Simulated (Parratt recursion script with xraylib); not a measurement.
What roughness does to the fringe maxima of NiAl on Al2O3

| layer, from the top | thickness (Å) | density (g/cm³) | rms roughness of its top face (Å) | δ (10⁻⁶) | β (10⁻⁶) |
|---|---|---|---|---|---|
| NiAl | 600 | 5.171 | varied | 20.71 | 0.5467 |
| Al2O3 (substrate) | – | 3.873 | 2.1 | 16.66 | 0.2691 |

The refractive index is n = 1 − δ + iβ. Vacuum lies above.

Densities are inputs, not measurements. They were set from computed cells of the Materials Project: NiAl from entry mp-1487 (Pm-3m, 6.083 g/cm³, taken at 85 %); Al2O3 from entry mp-1143 (R-3c, 3.873 g/cm³). A layer's crystal structure does not enter its constants, only its composition and density.

Method: specular X-ray reflectivity, Parratt recursion, Névot-Croce roughness, xraylib tables (Parratt recursion script with xraylib 4.3.0).

Photon energy 6.93 keV (λ = 1.7891 Å), s polarisation. The grazing angle θ is scanned from 0.05° to 3.48° in 900 evenly spaced points, and the curve is smoothed with a Gaussian of 0.004° full width. A maximum is a scan point above both neighbours; its place and height come from a parabola through R at the three points.

The table follows two fringe maxima, those next to orders 16.5 and 31.5 of m = (2d/λ)(sin²θ − 2δ)^½, through runs that differ in the roughness σ₁ of the film surface alone.

```
σ₁ (Å)  θ of the first (°)      R there  θ of the second (°)      R there
------  ------------------  -----------  -------------------  -----------
0                    1.456  3.76 × 10⁻⁴                2.716  2.85 × 10⁻⁵
4                    1.456            ?                2.716            ?
6.6                  1.456  1.28 × 10⁻⁴                2.716  1.24 × 10⁻⁶
```

Estimate the two heights for σ₁ = 4 Å.

At a maximum the amplitudes from the film's two faces add: R ≈ (|r₁|g₁ + |r₂|g₂A)². Here q₀ = 4π sin θ/λ, qⱼ = (q₀² − 32π²δⱼ/λ²)^½ (1 film, 2 substrate), |r₁| = |q₀² − q₁²|/(q₀ + q₁)², |r₂| = |q₁² − q₂²|/(q₁ + q₂)² with the numerators taken from the constants, g₁ = exp(−q₀q₁σ₁²/2), g₂ = exp(−q₁q₂σ₂²/2), and A = exp(−16π²β₁d/(λ²q₁)) for absorption in the film.

Check on a shown row, σ₁ = 6.6 Å, second maximum: q₀ = 0.3328, q₁ = 0.3297, q₂ = 0.3303 Å⁻¹; |r₁| = 0.00466, |r₂| = 9.17 × 10⁻⁴; g₁ = 0.0916, g₂ = 0.787, A = 0.952; R ≈ 1.24 × 10⁻⁶ against 1.24 × 10⁻⁶ in the table.

- σ₁ = 4 Å, first maximum: q₀ = 0.1785, q₁ = 0.1727, q₂ = 0.1738 Å⁻¹; |r₁| = 0.0166, |r₂| = 0.00333; g₁ = 0.781, g₂ = 0.936, A = 0.911; R ≈ 2.50 × 10⁻⁴.
- σ₁ = 4 Å, second maximum: q₀ = 0.3328, q₁ = 0.3297, q₂ = 0.3303 Å⁻¹; |r₁| = 0.00466, |r₂| = 9.17 × 10⁻⁴; g₁ = 0.416, g₂ = 0.787, A = 0.952; R ≈ 6.89 × 10⁻⁶.

The run gave 2.49 × 10⁻⁴ and 6.85 × 10⁻⁶; the estimates are 1.00 and 1.01 times these.
